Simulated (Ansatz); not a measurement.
SiC₁₂:
```
SiC12
1.0
    4.24319     0.00000     0.00000
   -2.12159     3.67471     0.00000
    0.00000     0.00000     9.14910
C Si
12 1
Cartesian
  1.41471   0.00000   7.42655
  2.82848   0.00000   7.42655
 -0.70736   1.22518   7.42655
 -1.41424   2.44953   7.42655
  0.70736   1.22518   7.42655
  1.41424   2.44953   7.42655
  1.41471   0.00000   1.72255
  2.82848   0.00000   1.72255
 -0.70736   1.22518   1.72255
 -1.41424   2.44953   1.72255
  0.70736   1.22518   1.72255
  1.41424   2.44953   1.72255
  0.00000   0.00000   4.57455
```

Relaxed with r²SCAN+D4.

Problem. Map the electron localisation function on the plane through (0.333, 0.000, 0.812) spanned by u = [1, 0, 0] and v = [0, 0, 1] in lattice vectors, from r²SCAN+D4 in the plane-wave PAW code Ansatz.

Solution. x is the fraction of u, y of v (the angle between them is 90°; rows are the nearest grid lines); atoms in the plane: C at (0.00, 0.00), C at (0.33, 0.00), C at (0.00, 0.38), C at (0.33, 0.38), Si at (0.67, 0.69).
```
|0179971004542000245400|
|4589985456641000146654|
|6778877666531000135666|
|4443344433100000001334|
|0000000000112222211000|
|3100011357887767788753|
|6421124689988777889986|
|8632246899988898889998|
|8531135899998787899998|
|3100001357787767787753|
|1000000113455555554311|
|1111111111000000000111|
|6666666665420000024566|
|4589985456641000146654|
|0279972014641000146410|
|0279972025641000146520|
|6778877666531000135666|
|4444444443210000012344|
|1111111111000000000111|
|0000000000000000000000|
|4444444443210000012344|
|6778877666531000135666|
|4589985456641000146654|
|0179971004542000245400|
```
Scale: ten equal steps from 0.004 (start of '0') to 0.929 (end of '9'), in the order '0123456789'; x runs from 0.000 to 1.00, y from 0.000 (bottom) to 1.00 (top).

The density is the valence pseudo-density with augmentation charge, so density and ELF within about 1 Å of a nucleus are not all-electron values.

Space group P6/mmm. The start of the workflow was typed in or built on a structure type; neither database checked (COD, Materials Project) lists it. Its standing as an ambient phase is unchecked. The r²SCAN+D4 relaxation kept the symmetry of its start. At this level the phase is mechanically unstable. Its formation energy is positive at this level, so the cell may be metastable or incomplete.

Potentials: the earlier of the program's two PAW sets.
